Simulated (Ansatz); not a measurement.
**Property card for K₃NaS₂O₈**

K3NaS2O8:
```cif
data_K3NaO8S2
_chemical_formula_sum 'K3 Na1 S2 O8'
_space_group_name_H-M_alt 'P-3m1'
_space_group_IT_number 164
_space_group_name_Hall '-P 3 2"'
_cell_length_a 5.66168
_cell_length_b 5.66168
_cell_length_c 7.28929
_cell_angle_alpha 90.000
_cell_angle_beta 90.000
_cell_angle_gamma 120.000
loop_
_atom_site_label
_atom_site_type_symbol
_atom_site_symmetry_multiplicity
_atom_site_Wyckoff_symbol
_atom_site_fract_x
_atom_site_fract_y
_atom_site_fract_z
_atom_site_occupancy
K1 K 2 d 0.33333 0.66667 0.17450 1
K2 K 1 b 0.00000 0.00000 0.50000 1
Na1 Na 1 a 0.00000 0.00000 0.00000 1
S1 S 2 d 0.66667 0.33333 0.26811 1
O1 O 6 i 0.38204 0.19102 0.19609 1
O2 O 2 d 0.66667 0.33333 0.46875 1
```

Space group P-3m1 (No. 164); conventional cell a = b = 5.662 Å, c = 7.289 Å, α = β = 90.00°, γ = 120.00°.

Method: the program Ansatz at the r²SCAN level (PAW). Geometry: relaxed at this level of theory. Other levels are named where they apply.

### Cell and energy

- Volume per atom = 14.45 Å³
- Density = 2.73 g/cm³
- Formation energy from the elements (no fitted shifts) = -2.01 eV/atom

### Electronic structure

- Band gap = 6.37 eV (indirect)
- Valence-band maximum = at A
- Conduction-band minimum = at Γ
- Smallest direct gap on the standard path = 6.47 eV
- Electron effective mass = 0.51 mₑ (isotropic)
- HSE06 gap on the r²SCAN cell = 7.46 eV

### Mechanics

- Bulk modulus (Birch–Murnaghan fit) = 38.0 GPa
- Pressure derivative B′ = 5.3

### Charges

* **Bader charges**: K +0.87 to +0.90, Na +0.91, S +4.06, O -1.46 to -1.45 e

The first step of the workflow began from a Materials Project structure, measured or hypothetical; the Crystallography Open Database files this formula in space group No. 164, but the cells were not matched. Whether it is the stable phase at ambient conditions was not checked. Symmetry was held in the r²SCAN relaxation; whether a distortion lowers the energy is not shown. The references are the lowest solids computed at this level, not always the standard phases (solids in place of the gases).

Potentials: the later of the program's two PAW sets.
